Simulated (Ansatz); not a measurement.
SiC (zinc blende)

```
SiC
1.0
    0.00000     4.35662     4.35662
    2.17831     0.00000     2.17831
    2.17831     2.17831     0.00000
C Si
2 2
Direct
  0.37500   0.75000   0.75000
  0.87500   0.75000   0.75000
  0.00000   0.00000   0.00000
  0.50000   0.00000   0.00000
```

The atoms are displaced by Q × the pattern below (from a DFPT mode at L = (0.5, 0.0, 0.0), largest move 1; Q in Å), at fixed cell. It is one choice among 2 degenerate patterns. (q is in reciprocal vectors of the primitive cell; the cell shown is doubled to hold the pattern.)

```tsv
atom	x	y	z
C1	-0.285	0.520	-0.805
C2	0.285	-0.520	0.805
Si3	-0.108	0.196	-0.304
Si4	0.108	-0.196	0.304
```

Computed with r2SCAN (plane waves to 500 eV, PAW, scalar-relativistic; Ansatz, a program for electronic structure). k mesh 13×13×13 (Γ-centred), Fermi-Dirac smearing 0.05 eV. Compression counts positive. SiC was relaxed with its symmetry unable to fall. The PAW data are Ansatz's earlier set. 

| Q (Å) | −dE/dQ from forces (eV/Å) | P (GPa) |
|---|---|---|
| -0.180 | 13.359 | (withheld) |
| -0.150 | 10.921 | (withheld) |
| -0.120 | 8.603 | 3.8 |
| -0.090 | 6.376 | 2.1 |
| -0.060 | 4.215 | 0.9 |
| -0.030 | 2.097 | 0.2 |
| 0.000 | 0.000 | 0.0 |
| 0.030 | -2.097 | 0.2 |
| 0.060 | -4.215 | 0.9 |
| 0.090 | -6.376 | 2.1 |
| 0.120 | -8.603 | 3.8 |
| 0.150 | -10.921 | (withheld) |
| 0.180 | -13.359 | (withheld) |

Fill in the missing entries.


- -0.180, P (GPa): 8.8
- -0.150, P (GPa): 6.0
- 0.150, P (GPa): 6.0
- 0.180, P (GPa): 8.8

(A displaced cell: forces are minus the slopes of the energy, force constants its curvatures, and phonons follow from these.)
